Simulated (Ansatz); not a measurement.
One crystal and one scan (scan of one atom of the cell) at two levels, PBE (plane waves to 420 eV, PAW, scalar-relativistic; Ansatz, a first-principles code) and r2SCAN (plane waves to 500 eV, PAW, scalar-relativistic; Ansatz), each from its own relaxed cell and on its own mesh.

The crystal is TiSi$_{2}$ (C49 type, space group Cmcm); one Si atom of a 6-atom cell moves by s along Cartesian [111], with its periodic images.

The energy includes the smearing's −TS. This is one of several known forms of TiSi2; the measured ambient cells at hand have space group No. 70. TiSi2 is run without spin polarisation. TiSi2 was relaxed with its symmetry unable to fall. (PBE) Left out: 1 of 11 points, with atoms too close for the PAW data. (r2SCAN) Left out: 1 of 11 points, with atoms too close for the PAW data. With partly filled bands, energies and forces of such displacements shift with the k mesh and the smearing.

```
quantity                                                          run 1  run 2
----------------------------------------------------------------  -----  -----
Lattice constant a (Å)                                            3.546  3.527
Lattice constant b (Å)                                            13.56  13.52
Lattice constant c (Å)                                            3.580  3.565
Relaxed volume (Å³/atom)                                          14.35  14.16
Force constant k = d²E/ds² at s = 0 (finite differences) (eV/Å²)  10.12  10.92
```

Problem. Which run is which level?

Solution. Run 1 is PBE, run 2 is r2SCAN. PBE gives the higher value for: lattice constant a; lattice constant b; lattice constant c; relaxed volume. PBE gives the lower value for: force constant k = d²E/ds² at s = 0. Both give the same shape of the curve: a single well with its minimum at or next to zero displacement. Neither level is exact: the differences show how much the result hangs on the functional.

(A displaced cell: forces are minus the slopes of the energy, force constants its curvatures, and phonons follow from these.)
